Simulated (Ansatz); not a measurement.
A plane-wave DFT run in Ansatz 0.2.0 (scalar-relativistic PAW potentials unless the input names others): input and command.

```yaml
crystal:
  lattice:
    - [-1.5143789885, 1.5143789885, 5.188171085]
    - [1.5143789885, -1.5143789885, 5.188171085]
    - [1.5143789885, 1.5143789885, -5.188171085]
  atoms:
    - { symbol: Ca, position: [0.0, 0.0, 0.0] }
    - { symbol: Be, position: [0.2861425896, 0.2861425896, 0.0] }
    - { symbol: Be, position: [0.7138574104, 0.7138574104, 0.0] }
basis:
  ecutwfc: 420
kpoints:
  mp_grid: { grid: [22, 22, 22] }
hamiltonian:
  xc: pbesol
scf:
  occupations: { method: gaussian, width: 0.1 }
output:
  forces: true
  eigenvalues: true
  stress: true
```

```bash
ansatz run input.yaml --threads 1 --pin off --max-ram 2560MiB --backend cpu --events-out ev --progress --plain --runs-dir out
```

Abridged log:
```
Pseudopotentials: kind: paw
Pseudopotential: Ca, paw, valence charge 10, recommended cutoff 420 eV (normal)
Pseudopotential: Be, paw, valence charge 2, recommended cutoff 420 eV (normal)
Functional definition: PBEsol
Crystal: 3 atoms, lattice volume = 47.593 Å³
Basis set: ecut = 420 eV, 909 PW (Γ), FFT grids on a1+a3, a2+a3, a3, exchange–correlation on 48×48×80 points (8 copies of the dense FFT grid, shifted against one another)
Bands: 11, of which v1, the nominal top of the filled ones, is band 7 counted from 1 (6 counted from 0)
Symmetry: 16 space group operations
Space group: I4/mmm (ITA 139), of the structure as read, at distance tolerance 3.6e-5 Å
k-points: 834 of 10648
Initial density: superposition of atomic densities (neutral atoms: chi_scale 0, normalization atom), corrected by the library's trained network
Initial wavefunctions: pseudopotential atomic-orbital guess
Functional: x = pbesol(κ = 0.804, μ = 0.12345679), c = pbesol(β = 0.046)
SCF iter   1: F=—  HF=-1973.229571 eV  |F-HF|=—  |Δ(HF+E_count)|=         —  Δρ=3.69e-3  dr2=2.51e-2  ethr=1.77e-3  ⟨swp⟩=6.2  Hψ=65798  notcnv=0
SCF iter   2: F=—  HF=-1973.225650 eV  |F-HF|=—  |Δ(HF+E_count)|=   3.92e-3  Δρ=2.44e-3  dr2=9.76e-3  ethr=1.79e-4  ⟨swp⟩=1.0  Hψ=15846  notcnv=0
SCF iter   3: F=—  HF=-1973.223927 eV  |F-HF|=—  |Δ(HF+E_count)|=   1.72e-3  Δρ=4.17e-4  dr2=1.66e-4  ethr=6.97e-5  ⟨swp⟩=2.0  Hψ=10718  notcnv=0
SCF iter   4: F=—  HF=-1973.223913 eV  |F-HF|=—  |Δ(HF+E_count)|=   1.46e-5  Δρ=1.58e-4  dr2=2.15e-5  ethr=1.18e-6  ⟨swp⟩=2.1  Hψ=11435  notcnv=0
SCF iter   5: F=—  HF=-1973.223904 eV  |F-HF|=—  |Δ(HF+E_count)|=   8.99e-6  Δρ=3.88e-5  dr2=2.02e-6  ethr=1.53e-7  ⟨swp⟩=1.3  Hψ=10030  notcnv=0
SCF iter   6: F=-1973.223904 eV  HF=-1973.223904 eV  |F-HF|=8.12e-9  |Δ(HF+E_count)|=   2.94e-7  Δρ=5.20e-6  dr2=1.91e-8  ethr=7.14e-10  ⟨swp⟩=3.3  Hψ=35386  notcnv=0
the search or the solves at the SCF's close seem to have found levels that the self-consistency loop had missed (the run counts 2). By its estimate they hold under 1e-12 electrons; where the run keeps them, the occupations were computed again with them
SCF 1 converged in 6 iterations: F = -1973.223904 eV  dr2 = 1.91e-8
SCF converged after 6 iterations
Free energy (F): -1973.223904 eV
Harris-Foulkes:  -1973.223904 eV  (|F-HF|=8.12e-9)
Internal energy: -1973.213925 eV  (E = F + TS)
E sigma→0 (E₀):  -1973.218914 eV
Entropy (-TS):   -0.009979 eV (-3.326 meV/atom)
Fermi energy:    7.003219 eV
--- Forces (eV/Å), atoms counted from 1 ---
  atom   1  Ca     0.00000000     0.00000000     0.00000000
  atom   2  Be     0.00000000     0.00000000     0.03287369
  atom   3  Be     0.00000000     0.00000000    -0.03287369
--- Stress (GPa, compression-positive) ---
       -1.373272       0.000000       0.000000
        0.000000      -1.373272       0.000000
        0.000000       0.000000      -1.398502
  P = ⅓ Tr σ = -1.3817 GPa (-13.817 kbar)
```

Apart from outputs, empty bands and the relaxation, which only the reference makes, the input differs from a reference run on usual settings in hamiltonian.xc: "pbe" → "pbesol". The reference, at the same geometry, ended its own course with pressure -0.01 GPa, largest force 0.003 eV/Å, no gap on the mesh. This run converged in 6 SCF iterations with a total energy on another zero, pressure -1.38 GPa, largest force 0.033 eV/Å, no gap on the mesh.

It took 31 s on 1 thread of Arm Neoverse V1, with other jobs on the host, peak memory 0.65 GiB.